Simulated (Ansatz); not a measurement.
Given:

Ga2S3:
```yaml
crystal:
  lattice:
    - [-1.80568, 5.43569, 2.59570]
    - [1.80568, -5.43569, 2.59570]
    - [1.80568, 5.43569, -2.59570]
  atoms:
    - { symbol: Ga, position: [0.16730, 0.00826, 0.15904] }
    - { symbol: Ga, position: [0.84922, 0.00826, 0.84096] }
    - { symbol: S, position: [0.89235, 0.23293, 0.65942] }
    - { symbol: S, position: [0.57352, 0.23293, 0.34058] }
    - { symbol: S, position: [0.26761, 0.26761, 0.00000] }
```

This is the LDA-relaxed structure. Tensor components refer to the Cartesian frame of this cell.

Question: All from LDA in the plane-wave PAW code Ansatz, unless another level is named. Predict the hole effective mass.

Answer: 0.41, 2.4, 3.8 mₑ (principal values).

Question: Next, the smallest direct gap on the standard path?

Answer: 1.49 eV.

Question: Next, the electron effective mass?

Answer: 0.17, 0.20, 0.26 mₑ (principal values).

Question: Give the band gap.

Answer: 1.37 eV (indirect).

Question: Predict the conduction-band minimum.

Answer: at Γ.

Question: Predict the valence-band maximum.

Answer: at X (k = 0.500, 0.500, 0.500 in fractions of the reciprocal vectors).

Space group Imm2. The first step of the workflow began from a Materials Project structure, measured or hypothetical; the Crystallography Open Database copy checked does not list it. COD files the formula under space group No. 9. Its standing as an ambient phase is unchecked. The LDA relaxation kept the symmetry of its start; its stability against distortions is not shown here. Scalar-relativistic: spin–orbit coupling is off unless named, which matters more the heavier the elements.

Potentials: the later of the program's two PAW sets.
